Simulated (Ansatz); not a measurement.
ZrTiB₄:
```cif
data_B4TiZr
_chemical_formula_sum 'Ti1 B4 Zr1'
_space_group_name_H-M_alt 'Pmmm'
_space_group_IT_number 47
_space_group_name_Hall '-P 2 2'
_cell_length_a 3.09070
_cell_length_b 3.36755
_cell_length_c 5.35009
_cell_angle_alpha 90.000
_cell_angle_beta 90.000
_cell_angle_gamma 90.000
loop_
_atom_site_label
_atom_site_type_symbol
_atom_site_symmetry_multiplicity
_atom_site_Wyckoff_symbol
_atom_site_fract_x
_atom_site_fract_y
_atom_site_fract_z
_atom_site_occupancy
Ti1 Ti 1 a 0.00000 0.00000 0.00000 1
B1 B 2 t 0.50000 0.50000 0.16136 1
B2 B 2 r 0.00000 0.50000 0.32611 1
Zr1 Zr 1 d 0.50000 0.00000 0.50000 1
```

Relaxed with PBEsol.

**Question.** Decompose the optical modes at the zone centre into irreducible representations, and say which are infrared and Raman allowed.

**Answer.** Point group mmm: Γ_opt = 2Ag + 3B1u + 2B2g + 3B2u + 2B3g + 3B3u. Infrared: B1u, B2u, B3u. Raman: Ag, B2g, B3g.

**Question.** Assign frequencies (DFPT, PBEsol in the plane-wave PAW code Ansatz).

**Answer.** B3u 266, B2u 278, B1u 332, B3u 476, B1u 485, B2u 487, B3g 509, B2g 510, B2u 550, B3g 572, Ag 689, B1u 762, B3u 798, B2g 851, Ag 908 cm⁻¹.

Subscripts of B labels follow the axes of the standard setting.

The start of the workflow was typed in or built on a structure type; neither database checked (COD, Materials Project) lists it. Whether it is the stable phase at ambient conditions was not checked. Symmetry was held in the PBEsol relaxation; its stability against distortions is not shown here. No spin polarisation was allowed. As this level gives no gap, phonon frequencies hold no LO–TO term and depend on the k-mesh and smearing (Fermi–Dirac, 0.1 eV here).

Potentials: the earlier of the program's two PAW sets. The files were generated under PBE; for other functionals the program regenerates the frozen cores, and for LDA and PBEsol the local potential too.
